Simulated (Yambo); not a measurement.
A G0W0@PBEsol run in Yambo for CdCl$_{2}$ (space group R-3m, No. 166) (4×4×4 Γ-centred k mesh, bands 5 to 146 and a 8 Ry block in the screening, 146 bands in G with the Bruneval-Gonze terminator, plasmon pole fitted at 27.2 eV) gives these matrix elements, in eV, at the band edges (F → Γ):

| state | E0 | <Vxc> | <Σx> | <Σc(E0)> | Z |
|---|---|---|---|---|---|
| valence edge | 0.000 | -15.736 | -20.134 | 2.538 | 0.797 |
| conduction edge | 3.313 | -11.628 | -7.415 | -3.351 | 0.838 |

**Question.** Solve the linearised quasiparticle equation for both states, give the gap, and say how exchange and correlation each act on it.

**Answer.** E = E0 + Z(Σx + Σc − Vxc). Valence: 0.000 + 0.797 × (-20.134 + (2.538) − (-15.736)) = -1.48 eV. Conduction: 3.313 + 0.838 × (-7.415 + (-3.351) − (-11.628)) = 4.03 eV. The gap is 5.52 eV, against 3.31 eV in PBEsol. Replacing Vxc by bare exchange alone would open it by 8.61 eV; correlation takes back 5.89 eV of that, and Z scales what is left. Nearest settings tried, and what they do to the gap: 3 Ry block (49 vectors against 201): -193 meV. Not varied: bands in G, bands in W, mesh. So the settings aren't converged at that level. Spin-orbit splittings are left out.

Geometry relaxed with PBE+D3(BJ); primitive cell a = 6.265 Å, b = 6.265 Å, c = 6.265 Å, α = 35.85°, β = 35.85°, γ = 35.85°.
